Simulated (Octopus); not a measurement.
NaI (Fm-3m, No. 225), cubic lattice constant 6.437 Å. The cell is a database entry, not relaxed again.

Computed with Octopus (real-space grid): LDA, grid spacing about 0.16 Å, Γ-centred 6×6×6 k-mesh, Fermi-Dirac smearing of 0.01 eV, no spin polarisation, PseudoDojo 0.4 LDA potentials. Spin-orbit coupling is left out. The cell is scaled uniformly. Energies of the lowest empty band count from each cell's highest valence level among the special points, at Γ; they are Kohn-Sham values at fixed points of the zone.

| a (Å) | ln(V/V₀) | Γ (eV) | X (eV) | L (eV) |
|---|---|---|---|---|
| 6.148 | -0.1381 | 3.798 | 4.372 | 4.901 |
| 6.212 | -0.1069 | 3.692 | 4.355 | 4.895 |
| 6.276 | -0.0760 | ? | ? | ? |
| 6.341 | -0.0453 | 3.502 | 4.317 | 4.880 |
| 6.405 | -0.0150 | 3.416 | 4.298 | 4.870 |
| 6.437 | 0.0000 | 3.375 | 4.287 | 4.865 |
| 6.502 | 0.0299 | 3.298 | 4.265 | 4.853 |

V₀ is the volume of the database cell.

Task: Fit each column by a quadratic in ln V through the rows shown. Give the volume deformation potentials dE/d ln V at the withheld row, and predict that row.

Result: Fits: Γ: 3.375 −2.66 x +2.9 x²; X: 4.287 −0.70 x −0.6 x²; L: 4.865 −0.37 x −0.8 x², with x = ln(V/V₀). At x = -0.0760 the slopes are −3.1 eV (Γ), −0.6 eV (X), −0.3 eV (L). Predicted against computed: 3.594 against 3.593 eV, 4.337 against 4.337 eV, 4.888 against 4.888 eV.

The lowest of these levels is that at Γ in all rows.
